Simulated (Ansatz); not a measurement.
Screening note. Surface loss at microwave frequencies, Drude damping in the near infrared and electronic heat conduction all follow from the resistivity and the plasma energy of a metal.

fcc Ag serves as the reference. Frequency 100 GHz, photon energy 1.2 eV, T = 300 K, Lorenz number 2.44×10⁻⁸ WΩ/K². All rows are cubic metals, run without spin polarisation.

Where the numbers come from (Ansatz, a plane-wave PAW program): resistivity, plasma energy, N(E_F): PBEsol, Boltzmann equation with harmonic phonons, 300 K, mean over directions.

Whether these are the forms stable at ambient conditions was not checked: Be2Ag (Fd-3m, cF24); NaPt2 (Fd-3m, cF24); ZrMo2 (Fd-3m, cF24); HfW2 (Fd-3m, cF24). Spin–orbit coupling is left out unless named.

Model: R_s = √(πfμ₀ρ) = 6.283 mΩ × √(f ρ); ħγ = ħε₀ω_p²ρ = 0.1345 meV × (ħω_p)² ρ; quality = ω/γ; κ_e = L₀T/ρ = 732/ρ.

| crystal | ρ (μΩ·cm) | ħω_p (eV) | N(E_F) (states/eV/atom) | surface resistance (mΩ) | damping ħγ (meV) | Drude quality | electronic κ (W/(m·K)) |
|---|---|---|---|---|---|---|---|
| Be2Ag (Fd-3m, cF24) | 6.1 | 5.8 | 0.14 | [?] | [?] | [?] | [?] |
| NaPt2 (Fd-3m, cF24) | 13 | 5.1 | 0.36 | 230 | 45.5 | 26 | 56 |
| Mo3Si (Pm-3n) | 14 | 5.6 | 0.44 | [?] | [?] | [?] | [?] |
| ZrMo2 (Fd-3m, cF24) | 13 | 5.1 | 0.53 | 230 | 45.5 | 26 | 56 |
| fcc Ag, reference | 1.6 | 9.2 | 0.26 | 79 | 18.2 | 66 | 460 |
| HfW2 (Fd-3m, cF24) | 11 | 4.7 | 0.41 | [?] | [?] | [?] | [?] |

What belongs in the gaps?


- Be2Ag (Fd-3m, cF24): R_s = 6.283 × √(100 × 6.1) = 160 mΩ; ħγ = 0.1345 × 5.8² × 6.1 = 27.6 meV; Drude quality: 1200/27.6 = 43; κ_e = 732/6.1 = 120 W/(m·K).
- HfW2 (Fd-3m, cF24): R_s = 6.283 × √(100 × 11) = 210 mΩ; ħγ = 0.1345 × 4.7² × 11 = 32.7 meV; Drude quality: 1200/32.7 = 37; κ_e = 732/11 = 67 W/(m·K).
- Mo3Si: R_s = 6.283 × √(100 × 14) = 240 mΩ; ħγ = 0.1345 × 5.6² × 14 = 59.1 meV; Drude quality: 1200/59.1 = 20; κ_e = 732/14 = 52 W/(m·K).

Ranking by Drude quality, highest first: fcc Ag (66 ± 12), Be2Ag (Fd-3m, cF24) (43 ± 8.1) ≈ HfW2 (Fd-3m, cF24) (37 ± 6.9), NaPt2 (Fd-3m, cF24) (26 ± 4.9) ≈ ZrMo2 (Fd-3m, cF24) (26 ± 4.9) ≈ Mo3Si (20 ± 3.8). The ± follows from allowances picked for this note (resistivity 12 %, plasma energy 4 %, 12 % for the model), carried to first order and added in quadrature; ≈ joins neighbours closer than their two ± added in quadrature. At the edge of that rule, so that a last digit could turn the call: ZrMo2 (Fd-3m, cF24) and Mo3Si. On this figure 0 of 5 candidates do clearly better than the reference.

Only phonon scattering is included, so films lose more. Interband absorption, often the larger optical loss, is outside the Drude quality. Resistivities move by up to 12 % from half the mesh. The rows are a sample of cubic metals; oxides, V to Ni (no spin in these runs) and Tl, Pb, Bi were not drawn. Limits of the draw: cubic metals without O, V to Ni, Tl, Pb or Bi. As a rule kept out of such tables: 4f compounds, open-shell compounds run without a Hubbard term, cells found unstable in the tests at hand, cells close to a higher symmetry, and runs set to a pressure or over 12 % in volume from the crystal's fullest run.
